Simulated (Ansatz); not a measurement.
This run works on a proposed trial structure, not on a known crystal.

Input and command of a plane-wave DFT calculation in Ansatz:

```yaml
crystal:
  lattice:
    - [3.97, 0.0, 0.0]
    - [0.0, 3.97, 0.0]
    - [0.0, 0.0, 6.7]
  atoms:
    - { symbol: Al, position: [0.5, 0.0, 0.21] }
    - { symbol: Al, position: [0.5, 0.0, 0.78] }
    - { symbol: Al, position: [0.0, 0.5, 0.78] }
    - { symbol: Al, position: [0.5, 0.5, 0.5] }
    - { symbol: Al, position: [0.0, 0.0, 0.5] }
    - { symbol: As, position: [0.0, 0.0, 0.0] }
basis:
  ecutwfc: 420
kpoints:
  mp_grid: { grid: [4, 4, 3] }
hamiltonian:
  xc: pbe
scf:
  occupations: { method: gaussian, width: 0.2 }
  lower_state_search: "off"
output:
  forces: true
  stress: true
  eigenvalues: true
relax:
  adjacent_minimum: "off"
  f_tol: 0.08
  max_steps: 16
  cell: { stress_tol: 0.8 }
```

```bash
ansatz run input.yaml --threads 1 --pin off --max-ram 2560MiB --backend cpu --events-out ev --progress --plain --runs-dir out
```

Processor: Intel(R) Xeon(R) Processor @ 2.50GHz (Skylake/Cascade Lake), 1 thread, on a host shared with other jobs.

Task: How long does it run, and how much memory does it take?

Result: About 73 s, peak memory 0.37 GiB. It solves 21 bands at 18 k points (after reduction by symmetry) with about 2371 plane waves (on the last cell), in 38 SCF iterations over 6 ionic steps.
